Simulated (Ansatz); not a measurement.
Relaxed candidate structures of GaP:

A. P-6m2 (No. 187), hP2, AFLOW prototype AB_hP2_187_d_a (B_h, as in WC); a = b = 3.5936 Å, c = 3.1229 Å, α = β = 90.00°, γ = 120.00°; Ga 1a (0.000, 0.000, 0.000); P 1f (0.667, 0.333, 0.500)

B. F-43m (No. 216), cF8, zinc blende type; a = b = c = 5.4517 Å, α = β = γ = 90.00°; P 4a (0.000, 0.000, 0.000); Ga 4d (0.750, 0.750, 0.750)

C. P4/nmm, origin choice 1 (No. 129), tP4; a = b = 3.566 Å, c = 5.645 Å, α = β = γ = 90.00°; Ga 2c (0.500, 0.000, 0.367); P 2a (0.000, 0.000, 0.000)

D. P6₃mc (No. 186), hP4; a = 2.680 Å, b = 2.680 Å, c = 11.145 Å, α = 90.00°, β = 90.00°, γ = 120.00°; Ga 2b (0.333, 0.667, 0.331); P 2b (0.667, 0.333, 0.053)

E. P-1 (No. 2), aP4; a = 3.3569 Å, b = 3.9058 Å, c = 5.9825 Å, α = 108.31°, β = 105.66°, γ = 90.18°; close to C2/m at 0.1 Å; Ga 2i (0.203, 0.202, 0.902); P 2i (0.245, 0.315, 0.500)

Q: Put the candidates in order of energy per atom, lowest first, for r2SCAN (plane waves to 500 eV, PAW, scalar-relativistic; Ansatz, a program for electronic structure).

A: B (reference, the lowest of the structures calculated here), E (+0.63 eV/atom), A (+0.67 eV/atom), C (+0.82 eV/atom), D (+0.93 eV/atom)

Q: Which candidates are metallic at this level, and what gaps do the others have?

A: No gap: A, C, D, E. B: 1.85 eV (no spin-orbit coupling).

Probably no minimum, since a slightly shaken restart fell lower: P4/nmm, tP4 (by 0.19 eV/atom, to P-1).  2 generated cells of layers, chains or molecules, poorly bound without dispersion, are left out. Each run could gain symmetry but not lose that of its start, so entries can be saddle points. From databases, or of a type measured for this composition: F-43m, cF8, zinc blende type; the others are generated cells (placed on structure types, drawn at random, substituted or restacked) that were not matched to a known phase here. Energies are at zero temperature and pressure, without zero-point motion. Each cell has its own k-point mesh; energy differences are given only to the digits this allows. No spin polarisation in the result.
